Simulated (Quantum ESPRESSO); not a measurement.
# Moving one atom in Li4Rh2TaTi

Calculated results; nothing here was measured. They come from Quantum ESPRESSO 7.5, a public plane-wave density functional program. Each row is one single-point run on a made-up periodic cell of eight metal atoms, with elements, volume, strain and displacements drawn at random and not relaxed, so a cell may be unstable or far from any real phase. There is no spin polarisation or spin-orbit coupling.

Settings: PBE unless stated; PseudoDojo standard norm-conserving files; Fermi-Dirac width 0.25 eV, which means electrons at about 2900 K; cutoff 1197 eV; 5 x 5 x 5 k mesh shifted half a step off Gamma. E is the free energy of the whole cell (internal energy minus TS), so a -TS column is already part of it. Stress is positive in tension, and the pressure P is minus a third of its trace.

Checks: one run of this series was repeated at a higher cutoff and on a denser mesh, which moved values by no more than 0.003 eV, 0.03 GPa and 0.003 eV/Å, and a second program with other atomic files agreed on it to 2 % rms in force and 0.5 GPa in pressure. Known limits: heavy elements are run without spin-orbit coupling, which real alloys of them have; a spin test at this wide smearing found no moment, but such smearing suppresses magnetism that the real alloy may have.

The lattice is hexagonal close-packed, and the cell vectors in Å are (0.000, 5.112, 0.000); (2.952, 0.000, 4.748); (2.952, 0.000, -4.748), a volume of 143.30 Å³. The elements on sites 1 to 8 are Ta Li Rh Li Li Ti Rh Li. The runs move the Rh atom on site 7 by u along y from its drawn, already displaced place and keep all else fixed. Forces are on that atom, and E is counted from run 2.

```
run    u (Å)  Fx (eV/Å)  Fy (eV/Å)  Fz (eV/Å)  P (GPa)  E (meV)
  1  -0.0554      0.520      0.130     -0.384   -10.58      3.8
  2  -0.0105      0.505      0.042     -0.342   -10.59      0.0
  3   0.0186      0.494     -0.011     -0.315   -10.58     -0.5
  4   0.0266          ?          ?          ?        ?        ?
  5   0.0410      0.484     -0.050     -0.293   -10.57      0.2
  6   0.0527      0.478     -0.070     -0.282   -10.56      0.9
  7   0.0767      0.466     -0.110     -0.259   -10.53      3.1
```

## Worked fit

A parabola through the runs shown gives Fy = 0.023 - 1.85 u + 1.5 u² eV/Å, with an error of 0.00 on the linear term and a scatter of 0.000 eV/Å. Minus its integral from run 1 to run 7 is -1 meV, and the table's energies differ by -1 meV.

## Withheld run

Question: what Fy should run 4 give?

The fit gives -0.025 ± 0.001 eV/Å. The calculation gave -0.025 eV/Å.
